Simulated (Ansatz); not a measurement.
Level of theory: Ansatz, DFT PBE, scalar-relativistic, plane waves, PAW. Settings: cutoff 420 eV, Γ-centred meshes spaced at most about 0.3 Å⁻¹, and about 0.25 Å⁻¹ or finer for metals (2π included), Gaussian smearing. No spin polarisation in the final relaxations.

All energies are static (0 K, no zero-point motion).

Compare these two cells of AgIrC₆N₆, each relaxed at this level.

1.

```
CELL_PARAMETERS angstrom
0.00000 5.36468 5.36468
5.36468 0.00000 5.36468
5.36468 5.36468 0.00000
ATOMIC_POSITIONS crystal
Ag 0.00000 0.00000 0.00000
Ir 0.50000 0.50000 0.50000
C 0.79399 0.20601 0.20601
C 0.20601 0.79399 0.20601
C 0.20601 0.20601 0.79399
C 0.20601 0.79399 0.79399
C 0.79399 0.20601 0.79399
C 0.79399 0.79399 0.20601
N 0.68553 0.31447 0.31447
N 0.31447 0.68553 0.31447
N 0.31447 0.31447 0.68553
N 0.31447 0.68553 0.68553
N 0.68553 0.31447 0.68553
N 0.68553 0.68553 0.31447
```

2.

```
CELL_PARAMETERS angstrom
0.00000 5.34059 5.34059
5.34059 0.00000 5.34059
5.34059 5.34059 0.00000
ATOMIC_POSITIONS crystal
Ag 0.50000 0.50000 0.50000
Ir 0.00000 0.00000 0.00000
C 0.81138 0.18862 0.18862
C 0.18862 0.81138 0.18862
C 0.18862 0.18862 0.81138
C 0.18862 0.81138 0.81138
C 0.81138 0.18862 0.81138
C 0.81138 0.81138 0.18862
N 0.70238 0.29762 0.29762
N 0.29762 0.70238 0.29762
N 0.29762 0.29762 0.70238
N 0.29762 0.70238 0.70238
N 0.70238 0.29762 0.70238
N 0.70238 0.70238 0.29762
```

Question: Which placement of the atoms is lower in energy, and by how much?

Answer: Cell 2 is lower, by 142 meV/atom. The two share one framework of sites and differ in which element sits where. Cell 1 has space group Fm-3m (No. 225), 22.1 Å³/atom and no gap on its mesh; cell 2 has space group Fm-3m (No. 225), 21.8 Å³/atom and no gap. The shortest distance is 1.16 Å (C–N) in cell 1 and 1.16 Å (C–N) in cell 2. Even the lower one lies +0.58 eV/atom against the reference forms of the elements (uncorrected), so neither is stable at this level. In cell 1, Ag is surrounded by 6 C at 2.21 Å; Ir is surrounded by 6 N at 1.99 Å; around C lie 1 N at 1.16 Å and 1 Ag at 2.21 Å; around N lie 1 C at 1.16 Å and 1 Ir at 1.99 Å. In cell 2, Ag is surrounded by 6 N at 2.16 Å; Ir has 6 C at 2.01 Å; around C lie 1 N at 1.16 Å and 1 Ir at 2.01 Å; N has 1 C at 1.16 Å and 1 Ag at 2.16 Å. Both come from invented guesses.

Spin–orbit coupling, which can matter for Ir, is left out. Cells relaxed within their symmetry can be saddle points.
